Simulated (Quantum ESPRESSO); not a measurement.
# Solid-state NMR card for KF

```yaml
crystal:
  lattice:
    - [0.00000, 2.67350, 2.67350]
    - [2.67350, 0.00000, 2.67350]
    - [2.67350, 2.67350, 0.00000]
  atoms:
    - { symbol: K, position: [0.00000, 0.00000, 0.00000] }
    - { symbol: F, position: [0.50000, 0.50000, 0.50000] }
```
The cell was made here from an entry of the Crystallography Open Database (unchecked): atoms relaxed with PBE in the measured cell (PBE without dispersion, pw.x of a modified build of Quantum ESPRESSO, symmetry kept).  Stability against distortions was not tested.

These are absolute shieldings with no macroscopic susceptibility term; δ = σ_ref − σ needs a reference computed alike. By our sweeps, such settings leave a few ppm in absolute σ. The structure is static (0 K, no zero-point motion).

Problem. What do the calculations give at each independent site (shieldings by GIPAW with PBE in Quantum ESPRESSO, on JTH PAW datasets, 22.5 Ha, k-mesh 5×5×5 shifted, f-sum rule met within 0.003 %)?

Solution. 
```csv
site,site symmetry,σ_iso (ppm)
K (atom 1),m-3m,1172
F (atom 2),m-3m,258
```
